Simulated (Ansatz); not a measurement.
All numbers below come from DFT PBE, scalar-relativistic, plane waves, PAW (Ansatz 0.2.0). All cells share a 420 eV cutoff and Γ-centred k meshes spaced about 0.3 Å⁻¹ or finer (0.25 for metals, 2π included). No spin polarisation.

These are static total energies at zero pressure.

Compare these two cells of In2Te2O, each relaxed at this level.

A.

Space group P-3m1 (No. 164). a = 4.436 Å, b = 4.436 Å, c = 10.497 Å, α = 90.00°, β = 90.00°, γ = 120.00°
| atom | site | symmetry | x | y | z |
| --- | --- | --- | --- | --- | --- |
| In | 2c | 3m. | 0.0000 | 0.0000 | 0.8123 |
| Te | 2d | 3m. | 0.3333 | 0.6667 | 0.3111 |
| O | 1a | -3m. | 0.0000 | 0.0000 | 0.0000 |

B.

Space group Imm2 (No. 44). a = 4.478 Å, b = 12.395 Å, c = 6.081 Å, α = 90.00°, β = 90.00°, γ = 90.00°
| atom | site | symmetry | x | y | z |
| --- | --- | --- | --- | --- | --- |
| In | 4d | m.. | 0.5000 | 0.1438 | 0.5390 |
| Te | 4d | m.. | 0.0000 | 0.1497 | 0.2379 |
| O | 2b | mm2 | 0.5000 | 0.0000 | 0.6961 |

Problem. Which would you expect to be lower, and how large is the difference?

Solution. A is lower, by 13 meV/atom. A has space group P-3m1 (No. 164), 35.8 Å³/atom and a gap of 1.09 eV on its mesh; B has space group Imm2 (No. 44), 33.8 Å³/atom and a gap of 1.14 eV. Counting O or Te atoms around In (for each partner element, those within 1.25 times its shortest distance or 1.15 times the sum of covalent radii, where it is the nearest in units of that sum or under 1.3), A and B both have In 4. Both come from trial cells of a structure search, whose lowest cell (P1, 35.0 Å³/atom) lies 15 meV/atom below the lower of the two.

No dispersion correction is applied, so the spacing and binding between layers, chains or molecules are poorly described (P-3m1), and this can change margins and order among such cells. These runs have no spin–orbit coupling, which can matter for Te. Kohn–Sham gaps at this level usually fall short of measured ones. The missing spin–orbit coupling can work the other way here. With atoms moved at random, A (by 15 meV/atom) fell into a lower structure. B had no clear such test and can be a saddle point. Some candidate types were left out of the draw beforehand, so a known form may be missing.
